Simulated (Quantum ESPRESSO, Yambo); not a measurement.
## Levels of theory for the gap of PdZnF₆

PdZnF$_{6}$ (space group R-3, No. 148): one geometry, one set of PBEsol (pw.x of Quantum ESPRESSO, ONCV potentials, without SOC) orbitals, self-energies from Yambo (4×4×4 Γ-centred k mesh, bands 9 to 161 and a 7 Ry block in the screening, 161 bands in G with the Bruneval-Gonze terminator, plasmon pole fitted at 27.2 eV).

The geometry is that of Materials Project entry mp-13983, symmetrised and not relaxed again.

```tsv
level	gap F → F (eV)	rough Yambo cost
PBEsol (Quantum ESPRESSO)	1.63	–
exchange only (Hartree-Fock self-energy on PBEsol orbitals)	12.92	about 1/10 (8 states)
static COHSEX@PBEsol	4.73	within a factor of two (2 states)
G0W0@PBEsol, plasmon pole	3.99	1 (8 states)
```

Bare exchange has no screening and gives the widest gap; static COHSEX screens it but leaves out the frequency dependence, which G0W0 restores.

Costs are rough ratios of core time on shared machines.

Nearest settings tried, and what they do to the gap: 112 bands in G: +3 meV; 3 Ry block (65 vectors against 205): +306 meV; 2×2×2 mesh: -23 meV. Not varied: bands in W. So the settings aren't converged at that level. Oxides, nitrides and fluorides with a shallow 3d shell are known to need far more bands and larger blocks.

Spin-orbit splittings are left out.
